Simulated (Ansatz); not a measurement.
Mg3Sb2:
```cif
data_Mg3Sb2
_chemical_formula_sum 'Sb2 Mg3'
_space_group_name_H-M_alt 'P-3m1'
_space_group_IT_number 164
_space_group_name_Hall '-P 3 2"'
_cell_length_a 4.55164
_cell_length_b 4.55164
_cell_length_c 7.17682
_cell_angle_alpha 90.000
_cell_angle_beta 90.000
_cell_angle_gamma 120.000
loop_
_atom_site_label
_atom_site_type_symbol
_atom_site_symmetry_multiplicity
_atom_site_Wyckoff_symbol
_atom_site_fract_x
_atom_site_fract_y
_atom_site_fract_z
_atom_site_occupancy
Sb1 Sb 2 d 0.33333 0.66667 0.22417 1
Mg1 Mg 1 a 0.00000 0.00000 0.00000 1
Mg2 Mg 2 d 0.66667 0.33333 0.36735 1
```

Relaxed at zero pressure with the program Ansatz at the PBEsol level (PAW).

Problem. The volume is lowered by 3 % and shape and atoms relax at that volume. What pressure results, and how do the axes share the change?

Solution. 1.5 GPa; a -1.0 %, b -1.0 %, c -1.1 %; the energy rises by 3 meV/atom.

Problem. Give the new structure.

Solution. 
Space group P-3m1 (No. 164); a = b = 4.508 Å, c = 7.097 Å, α = β = 90.00°, γ = 120.00°

| atom | site | symmetry | x | y | z |
|---|---|---|---|---|---|
| Sb | 2d | 3m. | 0.3333 | 0.6667 | 0.2226 |
| Mg | 1a | -3m. | 0.0000 | 0.0000 | 0.0000 |
| Mg | 2d | 3m. | 0.6667 | 0.3333 | 0.3676 |

The phase is kept; no other phase was compared at this pressure.

Symmetry was held in the PBEsol relaxation. Spin–orbit coupling is left out wherever it is not named.

Potentials: the later of the program's two PAW sets.
